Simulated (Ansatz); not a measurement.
**Mo (bcc)**

Computed with Ansatz (plane waves, PAW, 420 eV cutoff): LDA, scalar-relativistic, no spin polarisation, Γ-centred 18×18×18 mesh, 0.05 eV Gaussian smearing. The datasets are Ansatz's generated set soft_2.

```
Mo
1.0
    -1.55555    1.55555    1.55555
     1.55555   -1.55555    1.55555
     1.55555    1.55555   -1.55555
Mo
1
Direct
  0.00000 0.00000 0.00000
```

The cell is relaxed to zero pressure at this level.

Path: Γ–H–N–Γ–P–H | P–N, with Γ = (0.000, 0.000, 0.000), H = (0.500, -0.500, 0.500), N = (0.000, 0.000, 0.500), P = (0.250, 0.250, 0.250) in reciprocal vectors of the calculation's cell.

Question: Is it a metal or an insulator, and if it has a gap, where are the band edges on this path?

Answer: A metal: bands cross the Fermi level.

Bands as a text map, energy in eV from the Fermi level (dashes), each leg drawn with the same width:
```
  2.86 |     *                                       
  2.57 |  *                         *   * * *****    
  2.29 |              **          ** ***      ** ****
  2.00 | *       *      **      **              **   
  1.71 |*        *    ********                    ***
  1.43 |    *        *      * ***                    
  1.14 | *   *           ***                      *  
  0.86 |               *                             
  0.57 |          * *     *                          
  0.29 |   *         *                           *   
  0.00 |----------**-----------*---------*-----------
 -0.29 |  * *           *                            
 -0.57 |  *                *                    *    
 -0.86 |                                             
 -1.14 | * *                * *                      
 -1.43 |***        **    *  **                 *     
 -1.71 |                  *** *                      
 -2.00 |   *               *   *              *      
 -2.29 |                           * ** *            
 -2.57 |            *     *     * *          *       
 -2.86 |           *     *          *  *    **       
 -3.14 |                         * *          *      
 -3.43 |             * **         *            **    
 -3.71 |    *         *          *   * **      * ****
 -4.00 |          *                   *              
 -4.29 |   * *                                  *    
 -4.57 |           *                                 
 -4.86 |     *    * *           *        *       *   
        Γ      H      N      Γ      P      HP       N
```
